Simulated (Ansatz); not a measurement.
MoSe2:
```xyz
6
Lattice="3.2770 0.0000 0.0000 -1.6385 2.8379 0.0000 0.0000 0.0000 12.7354" Properties=species:S:1:pos:R:3 pbc="T T T"
Se     0.0000     1.8920     7.8775
Se     1.6385     0.9460     1.5098
Se     0.0000     1.8920    11.2255
Se     1.6385     0.9460     4.8578
Mo     0.0000     1.8920     3.1838
Mo     1.6385     0.9460     9.5515
```

Relaxed with PBE+D3(BJ).

### Question
Decompose the optical modes at the zone centre into irreducible representations, and say which are infrared and Raman allowed.

### Answer
Point group 6/mmm: Γ_opt = A1g + A2u + 2B1g + B2u + E1g + E1u + 2E2g + E2u. Infrared: A2u, E1u. Raman: A1g, E1g, E2g.

### Question
Assign frequencies (DFPT, the program Ansatz at the PBE+D3(BJ) level (PAW); without the LO–TO term).

### Answer
E2g 30, B1g 51, E2u 165, E1g 167, B2u 238, A1g 244, E2g 282, E1u 282, A2u 346, B1g 350 cm⁻¹.

Subscripts of B labels follow the axes of the standard setting.

Space group P6_3/mmc. The cell was relaxed with PBE+D3(BJ) under the symmetry of its start; phonons on a q-mesh show no instability. No spin polarisation was allowed.

Potentials: the later of the program's two PAW sets.
